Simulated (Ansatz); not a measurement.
ReS in the zincblende structure

Method: PBE, scalar-relativistic; collinear spin; PAW, 420 eV, 12×12×12 k-mesh, Gaussian smearing of 0.05 eV; code Ansatz. The datasets are Ansatz's generated set soft_2.

```cif
data_structure
_symmetry_space_group_name_H-M 'F-43m'
_symmetry_Int_Tables_number 216
_cell_length_a 5.2367
_cell_length_b 5.2367
_cell_length_c 5.2367
_cell_angle_alpha 90.000
_cell_angle_beta 90.000
_cell_angle_gamma 90.000
_cell_volume 143.60
loop_
_atom_site_label
_atom_site_type_symbol
_atom_site_symmetry_multiplicity
_atom_site_Wyckoff_symbol
_atom_site_fract_x
_atom_site_fract_y
_atom_site_fract_z
_atom_site_occupancy
Re1 Re 4 a 0.00000 0.00000 0.00000 1
S1 S 4 d 0.25000 0.25000 0.75000 1
```

The start was a prototype's sites filled with these elements, not a measured cell.

Magnetic state: non-magnetic, site spin moments none.

The cell above was scaled in volume, its shape and atoms being fixed by the lattice's symmetry. Energies are counted from the cell above.

Cell and atoms are those of this level's equilibrium.

| V (Å³/atom) | ΔE (meV/atom) | P (GPa) | largest moment (μB) |
| --- | --- | --- | --- |
| 16.96 | 33.3 | 11.4 | 0.00 |
| 17.23 | 17.1 | 8.0 | 0.00 |
| 17.59 | 4.1 | 3.8 | 0.00 |
| 17.95 | 0.0 | 0.0 | 0.00 |
| 18.31 | 3.8 | -3.4 | 0.03 |
| 18.67 | 14.7 | -6.3 | 0.07 |
| 19.21 | 42.7 | -10.2 | 0.10 |
| 19.75 | 82.7 | -13.5 | 0.13 |

Task: What do the points give for the equilibrium volume, the bulk modulus and its pressure derivative (third-order Birch–Murnaghan)?

Result: V0 = 17.95 Å³/atom, B0 = 177 GPa, B0′ = 4.7.

The magnetic state changes along the curve.

B0·V0 = 176.9 GPa × 17.95 Å³ = 19.81 eV/atom sets the scale: near the minimum ΔE ≈ ½ B0 V0 x², with x = V/V0 − 1, and a pressure of 1.8 GPa squeezes the volume by about 1 %. At the ends of the curve: x = −5.5 % predicts 29.9 meV/atom and the run gives 33.3; x = +10.0 % predicts 99.2 meV/atom and the run gives 82.7. Compression costs more and expansion less than the parabola says, since the crystal stiffens as it shrinks; B0′ measures that.

Spin–orbit coupling, which matters for such heavy elements, is left out. The run is a metal.
